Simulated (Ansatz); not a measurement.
An element in the bcc structure gives these cold pressures by all-electron LAPW under LDA (Ansatz 0.2.0, scalar-relativistic, no spin polarisation).

| V (Å³/atom) | P (GPa) |
| --- | --- |
| 16.11 | -0.01 |
| 15.31 | 8.03 |
| 13.69 | 34.8 |
| 12.08 | 87.1 |
| 10.47 | 191.7 |
| 8.86 | 412.1 |
| 7.25 | 916.5 |
| 6.44 | 1407 |

Question: Which element is it?

Answer: Ag. Its zero-pressure volume in this structure is near 16.1 Å³/atom; the volume and the steepness of P(V) together point to it, though neighbours can come close. Other candidates weren't computed, and some may come near.
